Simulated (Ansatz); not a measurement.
An Ansatz input:

```yaml
crystal:
  lattice:
    - [-1.9127447243, 1.9125904163, 1.3207956879]
    - [1.9125904163, -1.9127447243, 1.3207956879]
    - [3.1515056002, 3.1515056002, -1.3210783033]
  atoms:
    - { symbol: Mo, position: [0.9999662344, 3.37656e-05, 0.0] }
    - { symbol: Mo, position: [0.7500337656, 0.2499662344, 0.5] }
hamiltonian:
  xc: lda
  pseudopotentials:
    kind: paw
    azcp:
      Mo: "pseudopotentials/Mo.paw.azcp"
basis:
  ecutwfc: 420
  fft_grid_basis: typed
kpoints:
  mp_grid: { grid: [16, 16, 8], shift: [0, 0, 0] }
magnetization:
  spin_polarized: false
scf:
  occupations: { method: fermi_dirac, width: 0.1 }
  lower_state_search: "off"
output:
  stress: true
  write_density: true
  write_potential: true
  elf: true
  volumetric_format: npy
```

and its output:

```
Warning: the record states the generating functional pbe (its physics header spells it `PBE`), which answers neither for hamiltonian.xc's functional nor for the lda family's — results may be inconsistent (PPs are generated against a specific XC)
Engine: ansatz 0.2.0, aarch64-unknown-linux-gnu
Pseudopotentials: kind: paw
Pseudopotential: Mo, paw, valence charge 14, recommended cutoff 420 eV (normal) 
Functional definition: SPW92
  exchange = slater_x
  correlation = pw_c
Crystal: 2 atoms, lattice volume = 31.845 Å³
Basis set: ecut = 420 eV, 607 PW (Γ)
Bands: 18, of which v1, the nominal top of the filled ones, is band 14 counted from 1 (13 counted from 0)
Symmetry: 4 space group operations
Space group: C2/c (ITA 15), of the structure as read, at distance tolerance 3.2e-5 Å
k-points: 554 of 2048
Non-local potential: Mo, projectors of the file, l = 0: 3, l = 1: 2, l = 2: 2, l = 3: 1
PAW form: soft (Blöchl's): semilocal exchange-correlation on the pseudo side does not see the compensation charge
PAW frozen core: Mo, regenerated for the run's functional, and the local potential with it (the file was generated under x = pbe(κ = 0.804, μ = 0.2195149727645171), c = pbe(β = 0.06672455060314922))
PAW one-centre angular grid: Mo, 590 points (default); XC on 64 Gauss nodes
Initial density: superposition of atomic densities (neutral atoms: chi_scale 0, normalization atom), corrected by the library's trained network
Initial wavefunctions: pseudopotential atomic-orbital guess
Functional: x = slater, c = lda
SCF iter   1: F=—  HF=-9685.231465 eV  |F-HF|=—  |Δ(HF+E_count)|=         —  Δρ=7.41e-3  dr2=4.48e-3  ethr=1.77e-3  ⟨swp⟩=5.1  Hψ=45597  notcnv=0
SCF iter   2: F=—  HF=-9685.230677 eV  |F-HF|=—  |Δ(HF+E_count)|=   7.87e-4  Δρ=4.11e-3  dr2=1.43e-3  ethr=1.60e-5  ⟨swp⟩=1.2  Hψ=14793  notcnv=0
SCF iter   3: F=—  HF=-9685.230494 eV  |F-HF|=—  |Δ(HF+E_count)|=   1.83e-4  Δρ=4.49e-4  dr2=5.09e-5  ethr=5.11e-6  ⟨swp⟩=2.0  Hψ=17714  notcnv=0
SCF iter   4: F=—  HF=-9685.230475 eV  |F-HF|=—  |Δ(HF+E_count)|=   1.89e-5  Δρ=9.67e-5  dr2=1.25e-6  ethr=1.82e-7  ⟨swp⟩=2.0  Hψ=16567  notcnv=0
iter 5 did not close the SCF: its close was put off for the readings that it lacked (scf_convergence_deferred on its scf_iter line)
SCF iter   5: F=-9685.230475 eV  HF=-9685.230476 eV  |F-HF|=6.26e-8  |Δ(HF+E_count)|=   2.05e-7  Δρ=1.90e-5  dr2=7.42e-8  ethr=4.45e-9  ⟨swp⟩=2.0  Hψ=17697  notcnv=0
SCF iter   6: F=-9685.230476 eV  HF=-9685.230476 eV  |F-HF|=1.74e-9  |Δ(HF+E_count)|=   3.06e-8  Δρ=3.89e-6  dr2=2.22e-9  ethr=2.65e-10  ⟨swp⟩=5.0  Hψ=57173  notcnv=0
SCF 1 converged in 6 iterations: F = -9685.230476 eV  dr2 = 2.22e-9
SCF converged after 6 iterations
Free energy (F): -9685.230476 eV
Harris-Foulkes:  -9685.230476 eV  (|F-HF|=1.74e-9)
Internal energy: -9685.179938 eV  (E = F + TS)
E sigma→0 (E₀):  -9685.205207 eV
Entropy (-TS):   -0.050538 eV (-25.269 meV/atom)
Fermi energy:    20.169782 eV
--- Per-component energies (eV) ---
  E_band       = -127.075747
  E_kinetic    = 882.559051
  E_local      = -1622.424014  (includes V_loc(G=0)·N_el)
  E_nonlocal   = 296.235661
  E_hartree    = 534.294693
  E_xc         = -364.517234
  E_vxc        = -456.894995  (∫ρ·V_xc dr)
  E_paw        = -6178.993289  (= ΣΔE_a)
  E_vpaw       = -295.139072  (= ΣTr[D̂ρ^β])
  E_aug_tail   = 0.000067  (compensation charges beyond the density's cutoff)
  E_ewald      = -3233.280505
  E_core_change = 0.945632  (= ΣΔE_core)
  E_smearing   = -0.050538  (= −TS)
  E_closure    = 0.000000  (closes the sum)
  Σ components = -9685.230476   (vs F -9685.230476, Δ=0.00e0)
--- Stress (GPa, compression-positive) ---
       -9.893292      -0.394959      -0.011128
       -0.394959      -9.893292      -0.011128
       -0.011128      -0.011128     -10.112883
  P = ⅓ Tr σ = -9.9665 GPa (-99.665 kbar)
--- Band table (eV; the first three rows and the last of 554) ---
  k-point 0: bands = ["-40.7226", "-40.4322", "-15.4717", "-14.5664", "-14.1731", "-14.0091", "-14.0018", "-13.9404", "13.2175", "15.2295", "17.7289", "17.9520", "19.0191", "20.5906", "21.0447", "21.0850", "22.1688", "22.3600"]
  k-point 1: bands = ["-40.7118", "-40.4436", "-15.4170", "-14.5547", "-14.1974", "-14.0028", "-13.9998", "-13.9990", "13.3892", "15.2789", "17.7299", "17.9228", "19.1143", "20.3114", "21.1148", "21.2260", "21.6831", "22.2261"]
  k-point 2: bands = ["-40.6810", "-40.4757", "-15.2598", "-14.5205", "-14.2551", "-14.1785", "-13.9919", "-13.9844", "13.8700", "15.3865", "17.7647", "17.8754", "19.3979", "19.7326", "20.5512", "21.3084", "21.4369", "21.8073"]
  k-point 553: bands = ["-40.5061", "-40.5061", "-15.3813", "-15.3813", "-14.2337", "-14.2337", "-14.0947", "-14.0947", "15.2460", "15.2460", "16.8199", "16.8199", "21.4345", "21.4345", "22.0331", "22.0331", "23.6394", "23.6394"]
```
